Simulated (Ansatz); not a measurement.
An Ansatz (an electronic-structure program) run. Input:

Ansatz 0.2 input:
```yaml
crystal:
  lattice:
    - [4.1389941157, 0.0, 0.0]
    - [-2.0694970578, 3.5844740503, 0.0]
    - [0.0, 0.0, 9.351627002]
  atoms:
    - { symbol: In, position: [0.5005510261, 0.0, 0.6666666667] }
    - { symbol: In, position: [0.0, 0.5005510261, 0.3333333333] }
    - { symbol: In, position: [0.4994489739, 0.4994489739, 0.0] }
    - { symbol: P, position: [0.5002885346, 0.0, 0.1666666667] }
    - { symbol: P, position: [0.0, 0.5002885346, 0.8333333333] }
    - { symbol: P, position: [0.4997114654, 0.4997114654, 0.5] }
kpoints:
  mp_grid: { grid: [7, 7, 3] }
hamiltonian:
  xc: r2scan
  pseudopotentials: { azcp: { folder: ./paw }, kind: paw }
scf:
  occupations: { method: fixed }
output:
  optics: { e_range: [0.0, 15.0], de: 0.05, sigma: 0.1, bands: { spectra_wanted_up_to: 12 eV } }
```

Output (shortened):

```
output.optics: the spectra are integrated over the Brillouin zone by k·p interpolation around the k-points, where levels, occupations, output.optics.sigma and …
Pseudopotential: In, paw, valence charge 13
Pseudopotential: P, paw, valence charge 5
Functional definition: r2SCAN
Crystal: 6 atoms, lattice volume = 138.742 Å³
Basis set: ecut = 500 eV, 3545 PW (Γ), exchange–correlation on 128×128×288 points (64 copies of the dense FFT grid, shifted against one another)
Bands: 33, of which v1, the nominal top of the filled ones, is band 27 counted from 1 (26 counted from 0)
Symmetry: 6 space group operations
Space group: P3221 (ITA 154), of the structure as read, at distance tolerance 5.2e-5 Å
k-points: 20 of 147 (time reversal used)
SCF iter   1: F=—  HF=-19114.433724 eV  |F-HF|=—  |Δ(HF+E_count)|=         —  Δρ=3.53e-2  dr2=2.15e0  dr2_τ=5.67e-2  ethr=3.10e-3  ⟨swp⟩=5.4  Hψ=2694  notcnv=0  defer=59
preconditioner: auto → Resta (q_TF=auto, 2.331 Å⁻¹)
SCF iter   2: F=—  HF=-19114.264028 eV  |F-HF|=—  |Δ(HF+E_count)|=   1.70e-1  Δρ=2.03e-2  dr2=5.24e-1  dr2_τ=3.70e-3  ethr=3.10e-3  ⟨swp⟩=2.5  Hψ=1015  notcnv=0  defer=68
SCF iter   3: F=—  HF=-19114.302922 eV  |F-HF|=—  |Δ(HF+E_count)|=   3.89e-2  Δρ=3.98e-3  dr2=2.18e-2  dr2_τ=6.52e-4  ethr=9.70e-4  ⟨swp⟩=2.2  Hψ=827  notcnv=0  defer=78
SCF iter   4: F=—  HF=-19114.307833 eV  |F-HF|=—  |Δ(HF+E_count)|=   4.91e-3  Δρ=6.80e-4  dr2=7.14e-4  dr2_τ=2.83e-5  ethr=4.05e-5  ⟨swp⟩=3.8  Hψ=1186  notcnv=0  defer=79
SCF iter   5: F=—  HF=-19114.308123 eV  |F-HF|=—  |Δ(HF+E_count)|=   2.90e-4  Δρ=2.11e-4  dr2=3.92e-5  dr2_τ=9.28e-7  ethr=1.32e-6  ⟨swp⟩=2.0  Hψ=1219  notcnv=0  defer=79
SCF iter   6: F=—  HF=-19114.308150 eV  |F-HF|=—  |Δ(HF+E_count)|=   2.65e-5  Δρ=2.68e-5  dr2=1.19e-6  dr2_τ=2.14e-8  ethr=7.26e-8  ⟨swp⟩=2.9  Hψ=1186  notcnv=0  defer=78
SCF iter   7: F=—  HF=-19114.308153 eV  |F-HF|=—  |Δ(HF+E_count)|=   3.42e-6  Δρ=3.84e-6  dr2=2.09e-8  dr2_τ=6.25e-10  ethr=2.21e-9  ⟨swp⟩=2.4  Hψ=1323  notcnv=0  defer=62
SCF iter   8: F=—  HF=-19114.308153 eV  |F-HF|=—  |Δ(HF+E_count)|=   1.70e-8  Δρ=7.59e-7  dr2=1.21e-9  dr2_τ=2.21e-11  ethr=3.87e-11  ⟨swp⟩=2.0  Hψ=1177  notcnv=0  defer=62
SCF iter  10: F=-19114.308153 eV  HF=-19114.308153 eV  |F-HF|=7.28e-12  |Δ(HF+E_count)|=  1.46e-11  Δρ=3.39e-8  dr2=1.36e-12  dr2_τ=2.44e-14  ethr=1.00e-12  ⟨swp⟩=12.2  Hψ=3121  notcnv=0
SCF 1 converged in 10 iterations: F = -19114.308153 eV  dr2 = 1.36e-12
NSCF: frozen V_eff on 20 k-points
Optics k sum: 0 of 20 k-points
Optics k sum: 1 of 20 k-points
Optics k sum: 2 of 20 k-points
Optics k sum: 3 of 20 k-points
Optics k sum: 4 of 20 k-points
Optics k sum: 5 of 20 k-points
Optics k sum: 6 of 20 k-points
Optics k sum: 7 of 20 k-points
Optics k sum: 8 of 20 k-points
Optics k sum: 9 of 20 k-points
Optics k sum: 10 of 20 k-points
Optics k sum: 11 of 20 k-points
Optics k sum: 12 of 20 k-points
Optics k sum: 13 of 20 k-points
Optics k sum: 14 of 20 k-points
Optics k sum: 15 of 20 k-points
Optics k sum: 16 of 20 k-points
Optics k sum: 17 of 20 k-points
Optics k sum: 18 of 20 k-points
Optics k sum: 19 of 20 k-points
Optics k sum: 20 of 20 k-points
Optics k sum: 0 of 20 k-points
Optics k sum: 1 of 20 k-points
Optics k sum: 2 of 20 k-points
Optics k sum: 3 of 20 k-points
Optics k sum: 4 of 20 k-points
Optics k sum: 5 of 20 k-points
Optics k sum: 6 of 20 k-points
Optics k sum: 7 of 20 k-points
Optics k sum: 8 of 20 k-points
Optics k sum: 9 of 20 k-points
Optics k sum: 10 of 20 k-points
Optics k sum: 11 of 20 k-points
Optics k sum: 12 of 20 k-points
Optics k sum: 13 of 20 k-points
Optics k sum: 14 of 20 k-points
Optics k sum: 15 of 20 k-points
Optics k sum: 16 of 20 k-points
Optics k sum: 17 of 20 k-points
Optics k sum: 18 of 20 k-points
Optics k sum: 19 of 20 k-points
Optics k sum: 20 of 20 k-points
Optics k sum: 0 of 20 k-points
Optics k sum: 1 of 20 k-points
Optics k sum: 2 of 20 k-points
Optics k sum: 3 of 20 k-points
Optics k sum: 4 of 20 k-points
Optics k sum: 5 of 20 k-points
Optics k sum: 6 of 20 k-points
Optics k sum: 7 of 20 k-points
Optics k sum: 8 of 20 k-points
Optics k sum: 9 of 20 k-points
Optics k sum: 10 of 20 k-points
Optics k sum: 11 of 20 k-points
Optics k sum: 12 of 20 k-points
Optics k sum: 13 of 20 k-points
Optics k sum: 14 of 20 k-points
Optics k sum: 15 of 20 k-points
Optics k sum: 16 of 20 k-points
Optics k sum: 17 of 20 k-points
Optics k sum: 18 of 20 k-points
Optics k sum: 19 of 20 k-points
Optics k sum: 20 of 20 k-points
NSCF: frozen V_eff on 1 k-points
NSCF: frozen V_eff on 1 k-points
NSCF: frozen V_eff on 1 k-points
NSCF: frozen V_eff on 1 k-points
NSCF: frozen V_eff on 1 k-points
output.optics: what the bands over the 68 summed would add to eps1, eps2 and the energy-loss function is held between a lower and an upper bound (8 Lanczos …
SCF converged after 10 iterations
Free energy (F): -19114.308153 eV
Harris-Foulkes:  -19114.308153 eV  (|F-HF|=7.28e-12)
Internal energy: -19114.308153 eV  (E = F + TS)
E sigma→0 (E₀):  -19114.308153 eV
Fermi energy:    8.098179 eV
--- Per-component energies (eV) ---
  E_band       = -127.406684
  E_kinetic    = 859.154264
  E_local      = -3686.700364  (includes V_loc(G=0)·N_el)
  E_nonlocal   = 1077.968386
  E_hartree    = 1479.882508
  E_xc         = -597.505928
  E_vxc        = -477.061078  (∫ρ·V_xc dr)
  E_paw        = -14407.307307  (= ΣΔE_a)
  E_vpaw       = -888.226753  (= ΣTr[D̂ρ^β])
  E_aug_tail   = -0.000240  (compensation charges beyond the density's cutoff)
  E_vtau       = 27.694105  (kinetic-family band-sum trace: ∫τ·v_τ [+ j·A + Jᵃ·Aᵃ] dr)
  E_ewald      = -3842.423595
  E_core_change = 2.624122  (= ΣΔE_core)
  E_smearing   =  0.000000  (= −TS)
  E_closure    =  0.000000  (closes the sum)
  Σ components = -19114.308153   (vs F -19114.308153, Δ=0.00e0)
  [band-id]    e_kinetic+e_local+e_nonlocal+2·e_hartree+e_vxc+e_vpaw+e_augmentation_tail+e_vtau = -127.406665   (vs E_band -127.406684, Δ=1.94e-5)
--- Band table (eV; the first three rows and the last of 20) ---
  k-point 0: bands = ["-6.9110", "-6.9110", "-6.9061", "-6.9061", "-6.8694", "-6.8275", "-6.8037", "-6.7788", "-6.7788", "-6.7660", "-6.7660", "-6.7616", "-6.7616", "-6.7584", "-6.7483", "-4.1627", "-2.7649", "-2.7649", "3.1085", "3.1085", "5.7339", "7.2626", …
  k-point 1: bands = ["-6.9532", "-6.9160", "-6.8852", "-6.8672", "-6.8452", "-6.8289", "-6.8045", "-6.8005", "-6.7868", "-6.7814", "-6.7802", "-6.7558", "-6.7548", "-6.7486", "-6.7462", "-3.9955", "-3.5071", "-2.0346", "1.8568", "4.8252", "5.9354", "6.4964", …
  k-point 2: bands = ["-6.9629", "-6.9575", "-6.8834", "-6.8723", "-6.8601", "-6.8208", "-6.8063", "-6.7857", "-6.7822", "-6.7747", "-6.7719", "-6.7636", "-6.7552", "-6.7371", "-6.7309", "-3.9651", "-2.5893", "-2.5752", "2.9549", "3.2438", "5.3678", "5.7340", …
  k-point 19: bands = ["-7.0911", "-7.0278", "-6.9319", "-6.8831", "-6.8162", "-6.8083", "-6.7998", "-6.7885", "-6.7777", "-6.7675", "-6.7586", "-6.7422", "-6.7086", "-6.7017", "-6.6925", "-2.2319", "-1.8504", "-1.4826", "1.6505", "2.5507", "3.2902", …
```

Cost: about 12 core-minutes (a rough figure) on shared cores.

Space group P6_222. The start of the workflow was typed in or built on a structure type; neither database checked (COD, Materials Project) lists it. It is not the phase usual at ambient conditions (space group No. 216). The r²SCAN relaxation kept the symmetry of its start; whether a distortion lowers the energy is not shown. Point labels and valley counts follow the cell and symmetry of the run, lower than the named group. Scalar-relativistic: spin–orbit coupling is off unless named, which matters more the heavier the elements.

Potentials: the earlier of the program's two PAW sets.

Ansatz is a plane-wave DFT program.
